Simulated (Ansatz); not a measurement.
C:
Space group Cmmm (No. 65); a = 4.2413 Å, b = 8.7390 Å, c = 2.5047 Å, α = β = γ = 90.00°

| atom | site | symmetry | x | y | z |
|---|---|---|---|---|---|
| C | 8p | ..m | 0.3155 | 0.0892 | 0.0000 |
| C | 8q | ..m | 0.1852 | 0.1666 | 0.5000 |
(The calculation used a cell of 8 atoms; values per cell refer to that cell.)

Relaxed with r²SCAN. DFT-r²SCAN in the program Ansatz with PAW potentials gives a gap of 3.56 eV.

Problem. What gap does HSE06 give on the same cell (Ansatz, PAW)?

Solution. 4.39 eV, 0.83 eV more. The hybrid was solved on a coarser mesh and at special points; its gap is the smallest among all of these.

```json
[
 {"k": "Γ", "v1 r²SCAN": "-1.26", "c1 r²SCAN": "4.88", "v1 HSE06": "-1.25", "c1 HSE06": "5.84"},
 {"k": "Y", "v1 r²SCAN": "0.00", "c1 r²SCAN": "5.36", "v1 HSE06": "0.00", "c1 HSE06": "6.38"},
 {"k": "T", "v1 r²SCAN": "-5.41", "c1 r²SCAN": "4.40", "v1 HSE06": "…", "c1 HSE06": "…"},
 {"k": "Z", "v1 r²SCAN": "-3.18", "c1 r²SCAN": "7.66", "v1 HSE06": "-3.27", "c1 HSE06": "8.57"},
 {"k": "S", "v1 r²SCAN": "-2.52", "c1 r²SCAN": "5.21", "v1 HSE06": "-2.61", "c1 HSE06": "6.19"},
 {"k": "R", "v1 r²SCAN": "-3.28", "c1 r²SCAN": "5.62", "v1 HSE06": "…", "c1 HSE06": "…"},
 {"k": "Σ0", "v1 r²SCAN": "-1.20", "c1 r²SCAN": "4.76", "v1 HSE06": "…", "c1 HSE06": "…"},
 {"k": "A0", "v1 r²SCAN": "-3.57", "c1 r²SCAN": "5.27", "v1 HSE06": "…", "c1 HSE06": "…"}
]
```

Problem. Top valence (v1) and lowest conduction level (c1) in eV from each method's valence maximum (which need not be a listed point): supply the withheld HSE06 values.

Solution. 
- Σ0, v1 HSE06: -1.22
- Σ0, c1 HSE06: 5.70
- T, v1 HSE06: -5.56
- T, c1 HSE06: 5.37
- R, v1 HSE06: -3.40
- R, c1 HSE06: 6.62
- A0, v1 HSE06: -3.69
- A0, c1 HSE06: 6.26

Cost on shared cores: the r²SCAN run (SCF on a 7×7×11 mesh, then bands and DOS) around 2.3 core-minutes (rough), the HSE06 run (SCF on 4×4×6, then a few points) roughly 4 core-minutes; the tasks are unlike.

The start of the workflow was typed in or built on a structure type; the Crystallography Open Database copy checked does not list it. It is not the phase usual at ambient conditions (space group No. 194, 227). The cell was relaxed with r²SCAN under the symmetry of its start; whether a distortion lowers the energy is not shown.

Potentials: the earlier of the program's two PAW sets.
